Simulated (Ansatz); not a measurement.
A generator proposed this cell of Sr₃Bi.

```cif
data_structure
_symmetry_space_group_name_H-M 'P-62m'
_symmetry_Int_Tables_number 189
_cell_length_a 5.6321
_cell_length_b 5.6321
_cell_length_c 4.7769
_cell_angle_alpha 90.000
_cell_angle_beta 90.000
_cell_angle_gamma 120.000
_cell_volume 131.23
loop_
_atom_site_label
_atom_site_type_symbol
_atom_site_symmetry_multiplicity
_atom_site_Wyckoff_symbol
_atom_site_fract_x
_atom_site_fract_y
_atom_site_fract_z
_atom_site_occupancy
Sr1 Sr 3 g 0.70643 0.00000 0.50000 1
Bi1 Bi 1 a 0.00000 0.00000 0.00000 1
```

Theory: DFT PBE, scalar-relativistic, plane waves, PAW (Ansatz). Cutoff 420 eV; k points 6×6×4 on the computed 4-atom cell (Γ-centred); Gaussian smearing, width 0.10 eV; no spin polarisation.

Energies over the elements count from the elements' standard structures at the same level, with no fitted energy shifts.

Question: How far from equilibrium is it?

Answer: The pressure is 21.1 GPa (the mean over three directions, positive in compression), the largest force is 3.49 eV/Å, and the energy is +1.12 eV/atom against the elements. The shortest distance is 2.86 Å.

Question: Is it a good guess?

Answer: A poor one: relaxing gains about 1.4 eV/atom (the start's value is from the coarse mesh, so the gain is rough) in 17 ionic steps and ends at −0.29 eV/atom on the finer mesh. The symmetry stays P-62m (No. 189). The volume per atom grows by 69.7 %, from 32.8 to 55.7 Å³. The shortest distance goes from 2.86 Å (Sr–Sr) to 3.36 Å (Sr–Bi). The ratio c/a of the conventional cell changes by a factor of 0.72. Conventional cell: a = 7.505 Å, c = 4.566 Å. Sr has 2 Bi at 3.36 Å and 6 Sr at 4.27–4.37 Å; Bi is surrounded by 6 Sr at 3.36 Å.

The last run used a 6×6×10 mesh (in the run's order of axes) for its 4-atom cell and Gaussian smearing of 0.10 eV. Spin–orbit coupling, which can matter for Bi, is left out. The relaxation can't lower the symmetry of the start, and the grade says only how near the guess is to its own end. A structure relaxed within its symmetry needn't be a true minimum. Another cell of Sr3Bi relaxed alike, in P-6m2, lies 43 meV/atom lower, so this cell isn't the stable form at this level.
